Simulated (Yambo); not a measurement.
Yambo run on Na2NiO2 (space group Cmc2_1, No. 36). The wavefunctions are PBEsol (Quantum ESPRESSO, PseudoDojo norm-conserving, 98 Ry, no spin-orbit coupling) ones on a 4×4×1 mesh (48 occupied bands); a = b = 5.305 Å, c = 8.301 Å, α = β = 90.00°, γ = 148.67°.

Yambo input:

```
rim_cut
gw0
dyson
el_el_corr
HF_and_locXC
ppa
em1d
RandQpts= 1000000
RandGvec= 1 Ry
EXXRLvcs= 98 Ry
VXCRLvcs= 392 Ry
Chimod= "HARTREE"
% BndsRnXp
 13 | 201 |
%
NGsBlkXp= 1 Ry
% LongDrXp
 1.0 | 1.0 | 1.0 |
%
PPAPntXp= 27.2114 eV
% GbndRnge
 1 | 201 |
%
GTermKind= "BG"
DysSolver= "n"
ExtendOut
% QPkrange
 4 | 4 | 48 | 49 |
 5 | 5 | 49 | 49 |
 7 | 7 | 48 | 48 |
%
```

k points by index: 4 = (0.25, 0.25, 0), 5 = (0.25, -0.5, 0), 7 = (-0.5, -0.5, 0).

The o-*.qp file then holds:

```
#    K-point    Band    Eo [eV]    E [eV]    E-Eo [eV]    Vxc [eV]    Vnlxc [eV]    Sc|Eo [eV]    Sc|E [eV]    dSc/dw|Eo [eV]    Re(Z)    Im(Z)
#
    4    48    -0.048863    -2.436179    -2.387316    -27.98424    -35.59342    4.615227    5.221872    -6.914058    0.797390    -0.001602
    4    49    0.965491    2.921091    1.955601    -27.42370    -21.43537    -3.539701    -4.032733    -6.859659    0.798663    -0.001653
    5    49    0.605345    2.515801    1.910457    -27.03195    -21.50578    -3.150870    -3.615713    -6.620379    0.804312    -0.001545
    7    48    0.000000    -2.518331    -2.518331    -28.56327    -36.32860    4.609034    5.246997    -6.892747    0.797888    -0.001613
```
(The two width columns are left out.) Convergence of these settings isn't established.

Geometry of the Materials Project entry, not relaxed at this level.

The runs are not spin-polarised; magnetic order was not tried.
